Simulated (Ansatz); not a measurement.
# 5 guesses for Lu2SiF3 and where they end

Method: Ansatz, DFT PBE, scalar-relativistic, plane waves, PAW. All cells share a 420 eV cutoff and Γ-centred k meshes spaced at most about 0.3 Å⁻¹ (about 0.25 or finer for metals, 2π included). No spin polarisation in the final relaxations.

Each guess was relaxed in cell and atoms at zero pressure, within the symmetry of its start. These are static total energies at zero pressure. Coordination counts F atoms around Lu and Si (those within 1.25 times the shortest such distance or 1.15 times the sum of covalent radii, 1.27 where that leaves under three; a plus sign parts nearer from farther groups; the shortest distance is added where it exceeds 1.18 times the sum of covalent radii).

```csv
guess,made from,start group,V start (Å³/atom),end group,V end (Å³/atom),coordination at the end,gap on mesh (eV),E over the lowest end (meV/atom)
1,random cell,P6/mmm,16.6,P6/mmm,25.0,"Lu 3, Si 12 from 4.0 Å",0,376
2,SrAg3Pd2 type,P6/mmm,16.2,P6/mmm,15.2,"Lu 6, Si 12 from 3.2 Å",0,0
3,random cell,I4/mmm,16.5,?,?,?,?,?
4,random cell,I4/mmm,16.0,I4/mmm,18.4,"Lu 1+4, Si 12 from 3.3 Å",0,265
5,Li3Tl2Cd type,P4/mmm,15.4,P4/mmm,17.1,"Lu 4, Si 8 from 3.4 Å",0,477
```

Guess 3 as it starts:

```
CELL_PARAMETERS angstrom
-3.00288 3.00288 2.73818
3.00288 -3.00288 2.73818
3.00288 3.00288 -2.73818
ATOMIC_POSITIONS crystal
Lu 0.50000 0.00000 0.50000
Lu 0.00000 0.50000 0.50000
Si 0.00000 0.00000 0.00000
F 0.30744 0.30744 0.00000
F 0.69256 0.69256 0.00000
F 0.50000 0.50000 0.00000
```

Task: Fill in the missing row: what does this guess relax into, and where does it rank?

Result: It ends in space group I4/mmm (No. 139), with a = 5.274 Å, c = 9.133 Å, 21.2 Å³/atom and no gap. It lies 0.84 eV/atom over the lowest end, above guess 5 and so the highest of the set. The shortest distance is 1.94 Å (Si–F) in this end and 2.38 Å (Lu–F) in the lowest (guess 2).

```cif
data_structure
_symmetry_space_group_name_H-M 'I4/mmm'
_symmetry_Int_Tables_number 139
_cell_length_a 5.2739
_cell_length_b 5.2739
_cell_length_c 9.1327
_cell_angle_alpha 90.000
_cell_angle_beta 90.000
_cell_angle_gamma 90.000
_cell_volume 254.01
loop_
_atom_site_label
_atom_site_type_symbol
_atom_site_symmetry_multiplicity
_atom_site_Wyckoff_symbol
_atom_site_fract_x
_atom_site_fract_y
_atom_site_fract_z
_atom_site_occupancy
Lu1 Lu 4 c 0.00000 0.50000 0.00000 1
Si1 Si 2 a 0.00000 0.00000 0.00000 1
F1 F 4 e 0.00000 0.00000 0.21194 1
F2 F 2 b 0.50000 0.50000 0.00000 1
```

The zero of energy is the elements' standard structures at the same level (F₂ as a molecule); no fitted shifts are applied.

Task: Is the lowest end bound against the elements?

Result: Yes: its formation energy is −2.29 eV/atom. Whether it is stable depends on the other phases of the system, which aren't compared here.

In P6/mmm at 15.2 Å³/atom, I4/mmm at 18.4 Å³/atom, P6/mmm at 25.0 Å³/atom, P4/mmm, I4/mmm at 21.2 Å³/atom an odd number of electrons in the primitive cell allows no gap without spin; a larger cell or a magnetic state could open one. A magnetic state wasn't ruled out in cells without spin, among them P6/mmm at 15.2 Å³/atom, I4/mmm at 18.4 Å³/atom, P6/mmm at 25.0 Å³/atom, P4/mmm, I4/mmm at 21.2 Å³/atom. Cells relaxed within their symmetry can be saddle points. A lower structure may well exist outside this small set. Some candidate types were left out of the draw beforehand, so a known form may be missing.
